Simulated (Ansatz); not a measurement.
## CaCd$_{2}$As$_{2}$, a database entry at a rescaled volume

```
As Cd Ca
1.0
     4.40024    0.00000    0.00000
    -2.20012    3.81072    0.00000
     0.00000    0.00000    7.19912
As Cd Ca
2 2 1
Direct
  0.33330 0.66670 0.23820
  0.66670 0.33330 0.76180
  0.33330 0.66670 0.63310
  0.66670 0.33330 0.36690
  0.00000 0.00000 0.00000
```

Level: r2SCAN, no spin polarisation; 500 eV; 7×7×4 Γ-centred mesh; fermi-dirac occupations (width 0.0263 eV); Ansatz 0.2.0, fixed geometry.

What does the stress say?

The pressure is 0.2 GPa (compression positive), so with the atoms held at these fractions the cell is close to zero pressure.

Which orbitals make up the band edges?

Within 0.7 eV of the edges, the states project mainly on As p (90 %) below the gap and on Cd s (49 %) and As s (20 %) above it.

Give the Bader charges.

Bader charges in e: Ca +1.46, Cd +0.50, As -1.24. In the mean Ca gives up most and As takes most.

Describe some of the short contacts.

As–Cd at 2.70 Å: least valence density 0.33 e/Å³ and ELF 0.28 there. As–Ca at 3.06 Å: least valence density 0.13 e/Å³ and ELF 0.11 there, a closed-shell (ionic or weak) contact. Cd–Cd at 3.18 Å: least valence density 0.13 e/Å³ and ELF 0.15 there. Both are smooth PAW fields, read partly inside the augmentation spheres.

Is there a gap, and of what kind?

The gap is 0.77 eV, direct at the points sampled. A semilocal functional usually gives too small a gap.

Origin: a database entry at a rescaled volume.
